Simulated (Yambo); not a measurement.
MgTe (zinc blende, space group F-43m, No. 216), G0W0@PBEsol in Yambo with this input:

```
rim_cut
gw0
dyson
el_el_corr
HF_and_locXC
ppa
em1d
RandQpts= 1000000
RandGvec= 1 Ry
EXXRLvcs= 84 Ry
VXCRLvcs= 336 Ry
Chimod= "HARTREE"
% BndsRnXp
 9 | 250 |
%
NGsBlkXp= 8 Ry
% LongDrXp
 1.0 | 1.0 | 1.0 |
%
PPAPntXp= 27.2114 eV
% GbndRnge
 1 | 250 |
%
GTermKind= "BG"
DysSolver= "n"
ExtendOut
```

On a 4×4×4 mesh, with wavefunctions cut at 84 Ry, the gap (Γ → Γ) is 3.675 eV and the valence edge shifts by -1.353 eV.

**Question.** What happens with this change: 1 Ry block?

**Answer.** The gap falls by 0.365 eV, to 3.310 eV; the shift of the valence edge becomes -0.872 eV. Neither run is shown to be the converged limit.

The standard potential for Te keeps a d shell in the valence without the s and p states of that shell. In tests on such compounds this moved G0W0 gaps by up to about 0.9 eV, so absolute quasiparticle energies here are unreliable; differences between settings are what counts.

Spin-orbit coupling is included.

Geometry relaxed with PBEsol; primitive cell a = 4.5528 Å, b = 4.5528 Å, c = 4.5528 Å, α = 60.00°, β = 60.00°, γ = 60.00°.

This is not the ordinary phase of the substance; no match was found in the copy of COD used, and its stability was not checked.

A shift is the quasiparticle energy of the state minus its PBEsol energy.
